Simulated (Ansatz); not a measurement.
Relax this structure to zero stress and force, keeping its symmetry:

Space group Im-3m (No. 229). a = 3.241 Å, b = 3.241 Å, c = 3.241 Å, α = 90.00°, β = 90.00°, γ = 90.00°
```json
{"atom": "Au", "site": "2a", "symmetry": "m-3m", "x": "0.0000", "y": "0.0000", "z": "0.0000"}
```

Theory: Ansatz 0.2.0, DFT PBEsol, scalar-relativistic, plane waves, PAW.

Cutoff 420 eV; k points 18×18×18 on the computed 1-atom cell (Γ-centred); Gaussian smearing, width 0.10 eV; no spin polarisation.

Q: What does it relax to?

A: The volume goes up by 0.01 Å³/atom to 17.04 Å³/atom, and the energy changes by under 0.1 meV/atom. Final structure:
Space group Im-3m (No. 229). a = 3.242 Å, b = 3.242 Å, c = 3.242 Å, α = 90.00°, β = 90.00°, γ = 90.00°
```csv
atom,site,symmetry,x,y,z
Au,2a,m-3m,0.0000,0.0000,0.0000
```

Course of the relaxation (steps run on the plane waves of an earlier cell, and the basis is chosen afresh near the end, so energy and pressure can step there; trial steps that raised the energy were taken back; energies are free energies):

```json
{"step": "1", "P (GPa)": "0.15", "V (Å³/atom)": "17.03"}
{"step": "2", "P (GPa)": "-0.27", "V (Å³/atom)": "17.07"}
{"step": "3", "P (GPa)": "0.00", "V (Å³/atom)": "17.04"}
{"step": "4", "P (GPa)": "0.00", "V (Å³/atom)": "17.04"}
```

Spin–orbit coupling is left out, which can shift energies with elements as heavy as these.